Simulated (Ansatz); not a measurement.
Values for one crystal, relaxed and computed with the program Ansatz at the LDA level (PAW); other levels are named.

```yaml
volume_per_atom: 22.20 Å³
band_gap: 1.54 eV (indirect)
debye_temperature_from_the_elastic_constants: 194 K
hole_effective_mass: 0.74, 1.2, 2.9 mₑ (principal values)
Poisson's ratio: 0.27
Formation energy from the elements (no fitted shifts): -0.82 eV/atom
Gap with spin–orbit coupling: 1.54 eV
```

Task: Pick the material that matches.
(A) LiGeN, P6_3mc (Li on 2b, Ge on 2a, N on 2b)
(B) Li2WS4, I-42m (Li on 4c, W on 2a, S on 8i)
(C) MoS2, R3m (Mo on 3a, S on 3a, S on 3a)
(D) WO3, P6/mmm (W on 3f, O on 6l, O on 3g)

Result: B, Li2WS4, I-42m (Li on 4c, W on 2a, S on 8i)

The first step of the workflow began from a Materials Project structure, measured or hypothetical; the Crystallography Open Database copy checked does not list it. Its standing as an ambient phase is unchecked. The LDA relaxation kept the symmetry of its start; whether a distortion lowers the energy is not shown. The run is not spin-polarised. A crystal of weakly bound layers computed without a dispersion correction: the cell and the soft elastic constants depend strongly on that. The references are the lowest solids computed at this level, not always the standard phases. Scalar-relativistic: spin–orbit coupling is off unless named, which matters more the heavier the elements.

Potentials: the later of the program's two PAW sets.
